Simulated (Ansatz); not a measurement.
**Profile along the N–Nb line in NbN (rock salt)**

NbN (rock salt), conventional cell a = b = c = 4.4212 Å, α = β = γ = 90.00°. The calculation uses the primitive cell of 2 atoms, to which meshes and values per cell refer.

Fields along a shortest N–Nb line of a {100} plane (2.21 Å), from N to Nb, interpolated on the slice's grid (step about 0.1 Å). Computed with PBE (plane waves to 420 eV, PAW, scalar-relativistic; Ansatz, a program for electronic structure). k mesh 18×18×18. Inside the PAW spheres the values are not all-electron values, and peaks at nuclei hang on which shells count as valence. NbN is run without spin polarisation. NbN was relaxed with its symmetry unable to fall. The PAW data are Ansatz's earlier set. This is a high-temperature form of NbN.

| distance from N (Å) | valence electron density (e/Å³) | electron localisation function |
|---|---|---|
| 0.00 | 3.31 | x |
| 0.11 | 3.38 | x |
| 0.22 | 3.47 | x |
| 0.33 | 3.29 | x |
| 0.44 | 2.71 | 0.69 |
| 0.55 | 1.95 | 0.78 |
| 0.66 | 1.33 | 0.80 |
| 0.77 | 0.93 | 0.74 |
| 0.88 | 0.69 | 0.55 |
| 0.99 | 0.55 | 0.30 |
| 1.10 | 0.53 | 0.17 |
| 1.22 | 0.65 | 0.17 |
| 1.33 | 1.01 | 0.32 |
| 1.44 | 1.70 | 0.53 |
| 1.55 | 2.70 | 0.68 |
| 1.66 | 3.82 | 0.72 |
| 1.77 | 4.74 | 0.68 |
| 1.88 | 5.13 | x |
| 1.99 | 4.95 | x |
| 2.10 | 4.53 | x |
| 2.21 | 4.31 | x |

x: too close to a nucleus for the ELF to mean much.

Density on the N–Nb line (2.21 Å) at its density minimum, 1.0 Å from N: 0.53 e/Å³. ELF at that point: 0.2.
